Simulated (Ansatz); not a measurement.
# Computed properties of AlPd

AlPd:
```xyz
8
Lattice="4.8659 0.0000 0.0000 0.0000 4.8659 0.0000 0.0000 0.0000 4.8659" Properties=species:S:1:pos:R:3 pbc="T T T"
Al     4.1096     4.1096     4.1096
Al     3.1892     0.7563     1.6767
Al     1.6767     3.1892     0.7563
Al     0.7563     1.6767     3.1892
Pd     0.7195     0.7195     0.7195
Pd     1.7134     4.1464     3.1525
Pd     3.1525     1.7134     4.1464
Pd     4.1464     3.1525     1.7134
```

Space group P2_13 (No. 198); conventional cell a = b = c = 4.8659 Å, α = β = γ = 90.00°.

Method: r²SCAN in the plane-wave PAW code Ansatz. The cell and atoms are relaxed at this level. Other levels are named where they apply.

### Cell and energy

```yaml
volume_per_atom: 14.40 Å³
density: 7.69 g/cm³
Formation energy from the elements (no fitted shifts): -0.93 eV/atom
```

### Electronic structure

```yaml
electronic_character: metallic (no gap)
Density of states at the Fermi level: 0.22 states/eV per atom (mean over ±0.08 eV)
Gap with spin–orbit coupling: none (metallic)
```

### Mechanics

```yaml
Bulk modulus (Birch–Murnaghan fit): 165 GPa
Pressure derivative B′: 4.8
Elastic constants (relaxed ions, GPa): C11 = 271, C12 = 112, C44 = 69.9
mechanical_stability: stable (all eigenvalues of C positive)
hill_bulk_and_shear_moduli: 165 and 73.6 GPa
Young's modulus: 192 GPa
Poisson's ratio: 0.31
debye_temperature_from_the_elastic_constants: 423 K
```

### Phonons

```yaml
highest_zone_centre_frequency: 339 cm⁻¹
zone_centre_stability: no imaginary mode at Γ
```

### Charges

```yaml
bader_charges: Al +1.83, Pd -1.83 e
```

The first step of the workflow began from a Materials Project structure, measured or hypothetical; the Crystallography Open Database copy checked does not list it. With Al and Pd taken as one species the cell has the higher symmetry Pa-3, so it may be an ordered model of a mixed-site phase. Its standing as an ambient phase is unchecked. The cell was relaxed with r²SCAN under the symmetry of its start. No spin polarisation was allowed. As this level gives no gap, shear constants depend on the k-mesh and smearing (Fermi–Dirac, 0.1 eV here). As this level gives no gap, phonon frequencies hold no LO–TO term and depend on the k-mesh and smearing (Fermi–Dirac, 0.1 eV here). The references are the lowest solids computed at this level, not always the standard phases. Spin–orbit coupling is left out wherever it is not named.

Potentials: the earlier of the program's two PAW sets. The files were generated under PBE; for other functionals the program regenerates the frozen cores, and for LDA and PBEsol the local potential too.
